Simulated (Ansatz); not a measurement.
Data:

Bi:
Space group R-3m, hexagonal axes (No. 166); a = 4.535 Å, b = 4.535 Å, c = 12.372 Å, α = 90.00°, β = 90.00°, γ = 120.00°

```tsv
atom	site	symmetry	x	y	z
Bi	6c	3m	0.0000	0.0000	0.2316
```
(The calculation used a cell of 2 atoms; values per cell refer to that cell.)

This is the r²SCAN-relaxed structure.

Q: All from r²SCAN (plane waves, PAW; program Ansatz), unless another level is named. Give the HSE06 gap on the r²SCAN cell.

A: 0.09 eV (a hybrid on a coarse mesh can open a false gap in a semimetal).

Q: Next, the gap with spin–orbit coupling?

A: none (metallic).

The cell was relaxed with r²SCAN under the symmetry of its start; of distortions, only those at the zone centre were tested. Axis ratios of metals converge slowly with the k-mesh, so a and c are less sure than the volume. Spin–orbit coupling is left out wherever it is not named.

Potentials: the earlier of the program's two PAW sets.
